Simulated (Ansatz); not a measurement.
# Ta: ideal shear of a crystal plane

These are results of Ansatz 0.2.0, DFT r2SCAN, scalar-relativistic, plane waves, PAW, not measurements. Settings: plane waves to 500 eV, k-mesh 22×22×7 (Γ-centred), Gaussian smearing 0.15 eV. Spin–orbit coupling is left out, which can shift energies with elements as heavy as these. No spin polarisation. Energies are free energies at this smearing, counted from the undisturbed cell; pressure is positive in compression.

Zero of the scan (relaxed at this level; with this scan's settings it stands at 0.2 GPa):

```
CELL_PARAMETERS angstrom
-1.65229 1.65229 -1.65229
-1.65229 -1.65229 1.65229
0.00000 6.60915 6.60915
ATOMIC_POSITIONS crystal
Ta 0.00000 0.00000 0.87500
Ta 0.50000 0.50000 0.12500
Ta 0.00000 0.00000 0.37500
Ta 0.50000 0.50000 0.62500
```

The cut lies on the cell's a–b face, a (0 1 1) plane (indices in the standard cell, whose axes needn't be the Cartesian ones shown) of area 7.72 Å², between layers 2.34 Å apart. Vector c is tilted by f times 1·a + 1·b (length 3.305 Å) with the atoms' Cartesian places fixed: one unrelaxed fault a cell. The traction is dγ/du, the slope of γ against the slip u in Å. Some rows repeat others by symmetry and weren't run.

| f | γ (mJ/m²) | traction (GPa) |
| --- | --- | --- |
| 0.0000 | 0 | 0.0 |
| 0.1000 | 253 | 14.2 |
| 0.2000 | 872 | 23.7 |
| 0.3000 | 1800 | 30.9 |
| 0.4000 | 2759 | 24.0 |
| 0.5000 | 3190 | 0.0 |
| 0.6000 | 2759 | -24.0 |
| 0.7000 | 1800 | -30.9 |
| 0.8000 | 872 | -23.7 |
| 0.9000 | 253 | -14.2 |

**Question.** Read off the first barrier and the stress needed to climb it, and compare with Frenkel's sinusoid.

**Answer.** The first sampled maximum lies at f = 0.500, a slip of 1.65 Å, with γ ≈ 3190 mJ/m², which stands in for the unstable fault energy γ_us, and the steepest sampled slope before it is 30.9 GPa. A sinusoid γ = γ_us sin²(πu/λ) with its maximum there has λ = 3.30 Å and a largest slope πγ_us/λ = 30.3 GPa (1 mJ/m² per Å = 0.01 GPa).

**Question.** Is there a metastable fault on this line?

**Answer.** Apart from points where γ returns to about zero, no local minimum shows among the samples, so at this sampling the line offers no fault for a dislocation to split on; a fault can still lie off the line.

The cut is rigid; relaxing the faces lowers these energies and usually the stresses.

In a metal these slopes depend on the k mesh and the smearing.

Cost: 6 runs of about 7.9 core-minutes in all, on AMD EPYC 9R45 (Zen 5) (shared hosts).